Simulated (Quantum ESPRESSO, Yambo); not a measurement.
**Quasiparticle gap of KLuS$_{2}$ at -3 % isotropic strain**

```
KLuS2
1.0
    1.89518     1.09418     7.01726
   -1.89518     1.09418     7.01726
    0.00000    -2.18837     7.01726
S K Lu
2 1 1
Cartesian
  0.00000   0.00000  16.08785
  0.00000   0.00000   4.96394
  0.00000   0.00000   0.00000
  0.00000   0.00000  10.52589
```

The PBEsol cell relaxed from Materials Project entry mp-1007636 was given an isotropic strain of -3 % on all lattice vectors, and the atoms were relaxed again.

Starting point: PBEsol (pw.x of Quantum ESPRESSO, ONCV potentials, without SOC). G0W0 in Yambo: 4×4×4 Γ-centred k mesh, bands 2 to 111 and a 6 Ry block in the screening, 111 bands in G with the Bruneval-Gonze terminator, plasmon pole fitted at 27.2 eV.

```
Quantity                                            Result
-------------------------------------------------  -------
PBEsol gap along the band path                     1.78 eV
PBEsol gap between the mesh's edge points (Γ → F)  1.78 eV
G0W0 gap between the same points                   2.94 eV
PBEsol smallest direct gap on the mesh (at F)      2.66 eV
G0W0 direct gap at that point                      3.92 eV
```

```
k point  band  E PBEsol (eV)  E QP (eV)  shift (eV)     Z
-------  ----  -------------  ---------  ----------  ----
Γ          VB           0.00      -0.69       -0.69  0.80
Γ          CB           3.38       3.94        0.56  0.82
L          VB          -1.03      -1.81       -0.77  0.80
L          CB           2.36       2.83        0.47  0.82
F          VB          -0.88      -1.68       -0.79  0.80
F          CB           1.78       2.24        0.46  0.82
```

Energies count from the PBEsol valence-band maximum.

Convergence of the G0W0 settings was not tested.

The 4f states are in the valence at their DFT position.
